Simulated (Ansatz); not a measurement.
## SiB2Os2: computed property card

SiB2Os2:
```
CELL_PARAMETERS angstrom
      1.45491    -6.54994     0.00000
      1.45491     6.54994     0.00000
      0.00000     0.00000     2.81074
ATOMIC_POSITIONS crystal
  Si 0.00000 0.00000 0.00000
  Os 0.36669 0.63331 0.50000
  Os 0.63331 0.36669 0.50000
  B  0.21254 0.78746 0.00000
  B  0.78746 0.21254 0.00000
```

Space group Cmmm (No. 65); conventional cell a = 2.910 Å, b = 13.100 Å, c = 2.811 Å, α = β = γ = 90.00°.

Method: PBE in the plane-wave PAW code Ansatz. Geometry: relaxed at this level of theory. Other levels are named where they apply.

Cell and energy:

| Property | Value |
|---|---|
| Volume per atom | 10.71 Å³ |
| Density | 13.33 g/cm³ |
| Formation energy from the elements (no fitted shifts) | 0.18 eV/atom |

Electronic structure:

| Item | Result |
|---|---|
| Electronic character | metallic (no gap) |
| Density of states at the Fermi level | 0.36 states/eV per atom (mean over ±0.08 eV) |

The start of the workflow was typed in or built on a structure type; neither database checked (COD, Materials Project) lists it. Whether it is the stable phase at ambient conditions was not checked. Symmetry was held in the PBE relaxation; its stability against distortions is not shown here. The run is not spin-polarised. Its formation energy is positive at this level, so the cell may be metastable or incomplete. The references are the lowest solids computed at this level, not always the standard phases. Spin–orbit coupling is left out wherever it is not named.

Potentials: the later of the program's two PAW sets.
